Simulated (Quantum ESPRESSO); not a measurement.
# SiPO3F3: finding a planted mistake in a log

A calculation, not a measurement. The program is pw.x of Quantum ESPRESSO 7.5 (plane-wave density functional theory). The cell is made up: 8 atoms on a quartz lattice with one site empty, with randomly drawn elements, strain and displacements, not relaxed. PseudoDojo standard norm-conserving files (v0.5 for PBE, v0.4.1 for LDA and PBEsol) set the functional; there is no spin polarisation, spin-orbit coupling or dispersion term, and the masses in the input are unused placeholders.

Intended input:

```
&control calculation='scf', pseudo_dir='./dojo.nc.sr.pbe.v0_5.standard.upf', outdir='./o', disk_io='low', tprnfor=.true., tstress=.true. /
&system ibrav=0, nat=8, ntyp=4, nbnd=30, ecutwfc=84.00895049, nosym=.true., tot_charge=0,
 occupations='smearing', smearing='fd', degauss=0.0018374661
/
&electrons conv_thr=7.350e-09, electron_maxstep=60, /
ATOMIC_SPECIES
F 1.0 F.upf
O 1.0 O.upf
P 1.0 P.upf
Si 1.0 Si.upf
CELL_PARAMETERS angstrom
5.1371 0.0319 0.0547
-2.541 4.4183 0.0167
0.0604 0.0561 5.7728
ATOMIC_POSITIONS angstrom
Si 2.425 0.0434 3.874
P 1.2437 2.2857 -0.109
O 1.5097 1.274 4.4872
F 3.5461 0.824 2.6822
F 2.9265 2.6156 0.6691
F 0.4556 1.8028 1.1824
O -1.0743 3.1722 3.2931
O 1.0243 3.777 5.164
K_POINTS automatic
5 5 4 1 1 1
```

The log is shortened where brackets say so; the opening notice, blank lines, dates and the lines on written files are dropped, and the path of the files is cut. It prints rydbergs, bohrs and kilobars, and counts compression as positive stress. Where no state is partly filled, the Fermi energy that it prints is only some level between the filled and the empty states on the mesh, and need not lie in the true gap.

Log of the intended run:

```
     Program PWSCF v.7.5
     Parallel version (MPI & OpenMP), running on       4 processor cores
     Number of MPI processes:                 4
     Threads/MPI process:                     1
     [start-up lines left out]
     bravais-lattice index     =            0
     lattice parameter (alat)  =       9.7084  a.u.
     unit-cell volume          =     887.1862 (a.u.)^3
     number of atoms/cell      =            8
     number of atomic types    =            4
     number of electrons       =        48.00
     number of Kohn-Sham states=           30
     kinetic-energy cutoff     =      84.0090  Ry
     charge density cutoff     =     336.0358  Ry
     scf convergence threshold =      7.3E-09
     mixing beta               =       0.7000
     number of iterations used =            8  plain     mixing
     Exchange-correlation= PBE
                           (   1   4   3   4   0   0   0)
     [axes and pseudopotential details left out]
   Cartesian axes
     site n.     atom                  positions (alat units)
         1        Si     tau(   1) = (   0.4720204   0.0084477   0.7540647  )
         2        P      tau(   2) = (   0.2420832   0.4449060  -0.0212166  )
         3        O      tau(   3) = (   0.2938594   0.2479810   0.8734226  )
         4        F      tau(   4) = (   0.6902398   0.1603896   0.5220837  )
         5        F      tau(   5) = (   0.5696361   0.5091202   0.1302387  )
         6        F      tau(   6) = (   0.0886814   0.3509106   0.2301513  )
         7        O      tau(   7) = (  -0.2091099   0.6174610   0.6409939  )
         8        O      tau(   8) = (   0.1993775   0.7351839   1.0051601  )
     number of k points=    50  Fermi-Dirac smearing, width (Ry)=  0.0018
                       cart. coord. in units 2pi/alat
        k(    1) = (   0.0977831   0.1721031   0.1085479), wk =   0.0400000
        k(    2) = (   0.0954272   0.1699071   0.3310808), wk =   0.0400000
     [further k points left out]
     Dense  grid:    92275 G-vectors     FFT dimensions: (  60,  60,  64)
     Estimated max dynamical RAM per process >     183.86 MB
     Estimated total dynamical RAM >     667.86 MB
     Initial potential from superposition of free atoms
     starting charge      47.9992, renormalised to      48.0000
     Starting wfcs are   32 randomized atomic wfcs
     total cpu time spent up to now is        3.5 secs
     per-process dynamical memory:   138.9 Mb
     Self-consistent Calculation
     iteration #  1     ecut=    84.01 Ry     beta= 0.70
     Davidson diagonalization with overlap
     ethr =  1.00E-02,  avg # of iterations =  3.0
     total cpu time spent up to now is        9.6 secs
     total energy              =    -268.67201204 Ry
     estimated scf accuracy    <       2.01871568 Ry
     iteration #  2     ecut=    84.01 Ry     beta= 0.70
     Davidson diagonalization with overlap
     ethr =  4.21E-03,  avg # of iterations =  3.1
     total cpu time spent up to now is       15.7 secs
     total energy              =    -267.08167343 Ry
     estimated scf accuracy    <      13.00822983 Ry
     [iterations 3 to 13 left out]
     iteration # 14     ecut=    84.01 Ry     beta= 0.70
     Davidson diagonalization with overlap
     ethr =  1.24E-09,  avg # of iterations =  2.0
     total cpu time spent up to now is       75.8 secs
     total energy              =    -269.62659419 Ry
     estimated scf accuracy    <       0.00000003 Ry
     iteration # 15     ecut=    84.01 Ry     beta= 0.70
     Davidson diagonalization with overlap
     ethr =  6.10E-11,  avg # of iterations =  3.2
     total cpu time spent up to now is       80.6 secs
     End of self-consistent calculation
     [lines on levels left out]
     the Fermi energy is     2.0709 ev
!    total energy              =    -269.62659420 Ry
     estimated scf accuracy    <          1.2E-09 Ry
     smearing contrib. (-TS)   =      -0.00000000 Ry
     internal energy E=F+TS    =    -269.62659420 Ry
     The total energy is F=E-TS. E is the sum of the following terms:
     one-electron contribution =    -158.60599140 Ry
     hartree contribution      =     101.27844588 Ry
     xc contribution           =     -65.08329988 Ry
     ewald contribution        =    -147.21574880 Ry
     convergence has been achieved in  15 iterations
     Forces acting on atoms (cartesian axes, Ry/au):
     atom    1 type  4   force =     0.00477752   -0.16808791   -0.19610510
     atom    2 type  3   force =     0.17503192    0.04385897    0.04050283
     atom    3 type  2   force =    -0.03573658    0.09197551    0.11934708
     atom    4 type  1   force =    -0.09837876   -0.08287910    0.11823200
     atom    5 type  1   force =    -0.16804816   -0.04475759   -0.07702538
     atom    6 type  1   force =     0.03977259    0.02085014   -0.09496182
     atom    7 type  2   force =     0.11898177    0.16538321    0.08588725
     atom    8 type  2   force =    -0.03640030   -0.02634321    0.00412313
     Total force =     0.503559     Total SCF correction =     0.000038
     Computing stress (Cartesian axis) and pressure
          total   stress  (Ry/bohr**3)                   (kbar)     P=     -146.33
  -0.00115881  -0.00055900  -0.00003192         -170.47      -82.23       -4.70
  -0.00055900  -0.00077360   0.00006540          -82.23     -113.80        9.62
  -0.00003192   0.00006540  -0.00105179           -4.70        9.62     -154.72
     init_run     :      3.18s CPU      3.33s WALL (       1 calls)
     electrons    :     76.50s CPU     77.17s WALL (       1 calls)
     forces       :      0.90s CPU      0.90s WALL (       1 calls)
     stress       :      3.12s CPU      3.13s WALL (       1 calls)
     [timing details left out]
     PWSCF        :   1m23.89s CPU   1m24.74s WALL
     JOB DONE.
```

A second run was made from an input with one planted mistake. Its log:

```
     Program PWSCF v.7.5
     Parallel version (MPI & OpenMP), running on       4 processor cores
     Number of MPI processes:                 4
     Threads/MPI process:                     1
     [start-up lines left out]
     bravais-lattice index     =            0
     lattice parameter (alat)  =       9.7084  a.u.
     unit-cell volume          =     887.1862 (a.u.)^3
     number of atoms/cell      =            8
     number of atomic types    =            4
     number of electrons       =        48.00
     number of Kohn-Sham states=           30
     kinetic-energy cutoff     =      84.0090  Ry
     charge density cutoff     =     336.0358  Ry
     scf convergence threshold =      7.3E-09
     mixing beta               =       0.7000
     number of iterations used =            8  plain     mixing
     Exchange-correlation= SLA  PW   NOGX NOGC
                           (   1   4   0   0   0   0   0)
     [axes and pseudopotential details left out]
   Cartesian axes
     site n.     atom                  positions (alat units)
         1        Si     tau(   1) = (   0.4720204   0.0084477   0.7540647  )
         2        P      tau(   2) = (   0.2420832   0.4449060  -0.0212166  )
         3        O      tau(   3) = (   0.2938594   0.2479810   0.8734226  )
         4        F      tau(   4) = (   0.6902398   0.1603896   0.5220837  )
         5        F      tau(   5) = (   0.5696361   0.5091202   0.1302387  )
         6        F      tau(   6) = (   0.0886814   0.3509106   0.2301513  )
         7        O      tau(   7) = (  -0.2091099   0.6174610   0.6409939  )
         8        O      tau(   8) = (   0.1993775   0.7351839   1.0051601  )
     number of k points=    50  Fermi-Dirac smearing, width (Ry)=  0.0018
                       cart. coord. in units 2pi/alat
        k(    1) = (   0.0977831   0.1721031   0.1085479), wk =   0.0400000
        k(    2) = (   0.0954272   0.1699071   0.3310808), wk =   0.0400000
     [further k points left out]
     Dense  grid:    92275 G-vectors     FFT dimensions: (  60,  60,  64)
     Estimated max dynamical RAM per process >     183.86 MB
     Estimated total dynamical RAM >     667.86 MB
     Initial potential from superposition of free atoms
     starting charge      47.9993, renormalised to      48.0000
     Starting wfcs are   32 randomized atomic wfcs
     total cpu time spent up to now is        3.3 secs
     per-process dynamical memory:   140.9 Mb
     Self-consistent Calculation
     iteration #  1     ecut=    84.01 Ry     beta= 0.70
     Davidson diagonalization with overlap
     ethr =  1.00E-02,  avg # of iterations =  3.0
     total cpu time spent up to now is        9.4 secs
     total energy              =    -268.12077204 Ry
     estimated scf accuracy    <       1.95864562 Ry
     iteration #  2     ecut=    84.01 Ry     beta= 0.70
     Davidson diagonalization with overlap
     ethr =  4.08E-03,  avg # of iterations =  3.1
     total cpu time spent up to now is       15.4 secs
     total energy              =    -266.55062534 Ry
     estimated scf accuracy    <      12.98950227 Ry
     [iterations 3 to 13 left out]
     iteration # 14     ecut=    84.01 Ry     beta= 0.70
     Davidson diagonalization with overlap
     ethr =  1.03E-09,  avg # of iterations =  2.0
     total cpu time spent up to now is       75.6 secs
     total energy              =    -269.06292688 Ry
     estimated scf accuracy    <       0.00000003 Ry
     iteration # 15     ecut=    84.01 Ry     beta= 0.70
     Davidson diagonalization with overlap
     ethr =  6.58E-11,  avg # of iterations =  3.0
     total cpu time spent up to now is       80.2 secs
     End of self-consistent calculation
     [lines on levels left out]
     the Fermi energy is     1.6734 ev
!    total energy              =    -269.06292689 Ry
     estimated scf accuracy    <          9.7E-10 Ry
     smearing contrib. (-TS)   =      -0.00000000 Ry
     internal energy E=F+TS    =    -269.06292689 Ry
     The total energy is F=E-TS. E is the sum of the following terms:
     one-electron contribution =    -158.55464137 Ry
     hartree contribution      =     100.44240433 Ry
     xc contribution           =     -63.73494104 Ry
     ewald contribution        =    -147.21574880 Ry
     convergence has been achieved in  15 iterations
     Forces acting on atoms (cartesian axes, Ry/au):
     atom    1 type  4   force =     0.00192326   -0.16208814   -0.19251981
     atom    2 type  3   force =     0.17011586    0.04727282    0.04079308
     atom    3 type  2   force =    -0.02481397    0.09145744    0.12817429
     atom    4 type  1   force =    -0.10718885   -0.08295503    0.12817317
     atom    5 type  1   force =    -0.18006964   -0.04882961   -0.08199236
     atom    6 type  1   force =     0.05138485    0.03069640   -0.11593873
     atom    7 type  2   force =     0.12874586    0.17309618    0.09151647
     atom    8 type  2   force =    -0.04009738   -0.04865007    0.00179390
     Total force =     0.523292     Total SCF correction =     0.000038
     Computing stress (Cartesian axis) and pressure
          total   stress  (Ry/bohr**3)                   (kbar)     P=     -197.12
  -0.00147333  -0.00055875  -0.00001145         -216.73      -82.19       -1.68
  -0.00055875  -0.00115353   0.00006545          -82.19     -169.69        9.63
  -0.00001145   0.00006545  -0.00139308           -1.68        9.63     -204.93
     init_run     :      3.10s CPU      3.22s WALL (       1 calls)
     electrons    :     76.57s CPU     76.93s WALL (       1 calls)
     forces       :      0.83s CPU      0.85s WALL (       1 calls)
     stress       :      3.05s CPU      3.06s WALL (       1 calls)
     [timing details left out]
     PWSCF        :   1m23.68s CPU   1m24.25s WALL
     JOB DONE.
```

Question: what was wrong in the second input?

Answer: the files are those of another functional. The input lines that differ, file-writing options aside:

```
- &control calculation='scf', pseudo_dir='./dojo.nc.sr.pbe.v0_5.standard.upf', outdir='./o', disk_io='low', tprnfor=.true., tstress=.true. /
+ &control calculation='scf', pseudo_dir='./dojo.nc.sr.lda.v0_4_1.standard.upf', outdir='./o', disk_io='low', tprnfor=.true., tstress=.true. /
```

```
                                            intended run  run with the mistake
                          free energy (eV)     -3668.457             -3660.788
                    smearing term -TS (eV)        0.0000                0.0000
                            pressure (GPa)        -14.63                -19.71
            largest force component (eV/Å)         5.042                 4.950
largest change of a force component (eV/Å)                               0.574
                                iterations            15                    15
```

For scale, a rerun of the intended cell at a cutoff of 1437 eV and k mesh 7 x 7 x 6 moved values by no more than 0.003 eV in energy, 0.02 GPa in stress and 0.003 eV/Å in force. Files of another functional have another zero of energy, so the energy change says nothing on stability.